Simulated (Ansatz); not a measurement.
# How the vibrations of Ni2H change with volume

These are results of Ansatz, DFT LDA, scalar-relativistic, plane waves, PAW, not measurements. Settings: 420 eV plane-wave cutoff, Γ-centred 18×18×10 mesh, Fermi-Dirac smearing of 0.15 eV. No spin polarisation. Phonons by linear response, acoustic sum rule imposed.

The cell, relaxed at this level:
```
Ni H
1.0
     2.49090    0.00000    0.00000
    -1.24545    2.15718    0.00000
     0.00000    0.00000    4.11769
Ni H
2 1
Direct
  0.66667 0.33333 0.76845
  0.33333 0.66667 0.28755
  0.00000 0.00000 0.02800
```

In a metal, frequencies depend on the k mesh and the smearing, soft modes most. Spin polarisation was left out, and a magnetic state may lie lower.

Cells at 0.98 and 1.02 times the equilibrium volume were relaxed in shape and atoms; γ = −d ln ν / d ln V, modes matched by rank.

(1) Give the optical frequencies at Γ (cm⁻¹) at the three volumes and the mode Grüneisen parameters.

(2) What pressures hold the two strained cells, and what bulk modulus follows?

Answers

(1)
| 0.98 V | V | 1.02 V | γ | degeneracy |
| --- | --- | --- | --- | --- |
| 147 | 142 | 137 | 1.88 | 2 |
| 320 | 306 | 292 | 2.23 | 1 |
| 820 | 785 | 751 | 2.20 | 2 |
| 847 | 806 | 765 | 2.53 | 1 |

(2) 5.16 GPa at 0.98 V and -4.59 GPa at 1.02 V, so B = −dP/d ln V ≈ 244 GPa.